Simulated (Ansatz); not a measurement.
# Sc: distorted cells

Level of theory: DFT PBEsol, scalar-relativistic, plane waves, PAW (Ansatz 0.2.0).

Settings: cutoff 420 eV, Γ-centred mesh 10×10×10 on the computed 4-atom cell, Gaussian smearing of 0.10 eV; no spin polarisation.

Reference cell:

```yaml
crystal:
  lattice:
    - [-3.08801, 3.08801, 2.70624]
    - [3.08801, -3.08801, 2.70624]
    - [3.08801, 3.08801, -2.70624]
  atoms:
    - { symbol: Sc, position: [0.16373, 0.33627, 0.50000] }
    - { symbol: Sc, position: [0.66373, 0.16373, 0.82746] }
    - { symbol: Sc, position: [0.33627, 0.83627, 0.17254] }
    - { symbol: Sc, position: [0.83627, 0.66373, 0.50000] }
```

Each variant moves atoms of this cell by the vectors given, if any (Å), and then applies a symmetric strain (tensor components, Cartesian axes). The reference cell isn't relaxed at this level. Energies are per atom at zero smearing, counted from the lowest variant. Pressure is positive in compression.

1. no strain; moves: Sc1 (0.090, 0.000, 0.000)
2. strain (xx yy zz yz xz xy, %) 2.76 2.76 -0.24 0.00 0.00 0.00; moves: Sc1 (0.042, -0.042, 0.000); Sc2 (-0.042, -0.042, 0.000); Sc3 (0.042, 0.042, 0.000); Sc4 (-0.042, 0.042, 0.000)
3. strain (xx yy zz yz xz xy, %) -4.25 -4.25 -2.15 0.00 0.00 -4.00; moves: Sc1 (-0.029, 0.029, 0.000); Sc2 (-0.009, -0.009, 0.000); Sc3 (0.009, 0.009, 0.000); Sc4 (0.029, -0.029, 0.000)

```tsv
variant	ΔE (meV/atom)	P (GPa)	largest force (eV/Å)	space group
1	0.0	-1.79	0.46	Cm
2	30.7	-3.41	0.38	I4/mcm
3	24.8	3.50	0.31	Fmmm
```

This form isn't the element's structure at ambient conditions.